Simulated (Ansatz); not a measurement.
Relaxed-ion elastic tensor of VGe2 in space group P6_222 (No. 180; V on 3c, Ge on 6i) in GPa (Voigt order), plane-wave PAW PBEsol (Ansatz code); density 7.64 g/cm³, 14.21 Å³ per atom.

```
 287  63.3  72.9   0.0   0.0   0.0
63.3   287  72.9   0.0   0.0   0.0
72.9  72.9   366   0.0   0.0   0.0
 0.0   0.0   0.0   108   0.0   0.0
 0.0   0.0   0.0   0.0   108   0.0
 0.0   0.0   0.0   0.0   0.0   112
```

### Question
Is the crystal mechanically stable?

### Answer
Yes: the smallest eigenvalue of C is 108 GPa.

### Question
Work out the Voigt, Reuss and Hill averages.

### Answer
K_V = 151, K_R = 149, K_H = 150; G_V = 114, G_R = 113, G_H = 114 GPa.

### Question
Give Young's modulus, Poisson's ratio, Pugh's ratio and the universal anisotropy index.

### Answer
E = 9KG/(3K + G) = 273 GPa; ν = 0.20; K/G = 1.31 (brittle by the Pugh limit of 1.75); A_U = 5G_V/G_R + K_V/K_R − 6 = 0.05.

### Question
Estimate the sound speeds and the Debye temperature.

### Answer
v_l = √((K + 4G/3)/ρ) = 6280 m/s, v_t = √(G/ρ) = 3860 m/s, mean 4260 m/s; Θ = (h/k)(3n/4πV)^(1/3) v_m = 524 K.

### Question
How much does each axis shrink under pressure?

### Answer
Linear compressibilities β_i = Σ_j S_ij (j = 1 to 3): x 2.5, y 2.5, z 1.7 per TPa.

The workflow started from a Materials Project entry (that database holds measured and hypothetical structures alike); the Crystallography Open Database copy checked does not list it. Its standing as an ambient phase is unchecked. Symmetry was held in the PBEsol relaxation; its stability against distortions is not shown here. The workflow began spin-polarised and lost its moments. As this level gives no gap, shear constants depend on the k-mesh and smearing (Fermi–Dirac, 0.1 eV here).

Potentials: the later of the program's two PAW sets.
